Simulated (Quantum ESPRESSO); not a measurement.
PtCl2 has the orthorhombic space group Pnnm (No. 58), Pearson symbol oP6. Lattice parameters: a = 3.628 Å, b = 11.036 Å, c = 3.455 Å, α = 90.00°, β = 90.00°, γ = 90.00°. Cl on 4g is surrounded by 2 Pt at 2.317 Å (bent). Pt on 2b sees 4 Cl at 2.317 Å (square planar). (Neighbours: up to the widest gap in distance over summed covalent radii, below 1.35, at either atom; cation-cation contacts left out.)

Cell and atoms were relaxed with PBE+D3(BJ) from Materials Project entry mp-567484, within its symmetry.

Task: What does norm-conserving PBEsol (Quantum ESPRESSO, 84 Ry, no spin-orbit coupling) give for the electronic structure near the Fermi level?

Result: The PBEsol gap is indirect, 0.63 eV, from Γ to 50 % of the way from Γ to X; the smallest direct gap is 1.14 eV. Spin-orbit coupling is left out, which matters for elements this heavy: edges can move by tenths of an eV.

The structure is a Materials Project entry; no match was found in the copy of COD used, and its stability was not checked.

Letters of k points follow the standard setting of the lattice, whose axes may be ordered differently from the printed cell.
